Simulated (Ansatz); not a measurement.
This Ansatz input for BiIr in the rocksalt structure was spoiled on purpose:

```yaml
crystal:
  lattice:
    - [0.0, 2.812872199, 2.812872199]
    - [2.812872199, 0.0, 2.812872199]
    - [2.812872199, 2.812872199, 0.0]
  atoms:
    - { symbol: Xx, position: [0.5, 0.5, 0.5] }
    - { symbol: Bi, position: [0.0, 0.0, 0.0] }
basis:
  ecutwfc: 420
  ecutrho_ratio: 4
kpoints:
  mp_grid: { grid: [10, 10, 10] }
hamiltonian:
  xc: pbe
scf:
  occupations: { method: gaussian, width: 0.05 }
  max_iter: 80
output:
  forces: true
  stress: true
```

Launched as:
```sh
ansatz run input.yaml --threads 2 --pin off --max-ram 2662MiB --backend cpu --events-out ev --progress --plain --runs-dir out
```

**Question.** What is wrong with it?

**Answer.** An unknown element. Against the sound input: crystal.atoms[0].symbol: "Ir" → "Xx" (the cap on iterations is only a precaution).

What the program printed:

```
Error: YAML parse error: error: line 7 column 17: `Xx` is not an element symbol (H … Og, case-exact)
```

The input was refused before any iteration. Cost: 0.02 s on 2 threads of Arm Neoverse V2, on a shared host, peak memory 0.02 GiB. The run before the change (PBE, 420 eV, 10×10×10 mesh) gave:

```tsv
run	P (GPa)	gap on the mesh (eV)	cell moment (μB)	largest force component (eV/Å)
sound	0.0	metal	–	0.000
```

The start was a prototype's sites filled with these elements, not a measured cell.
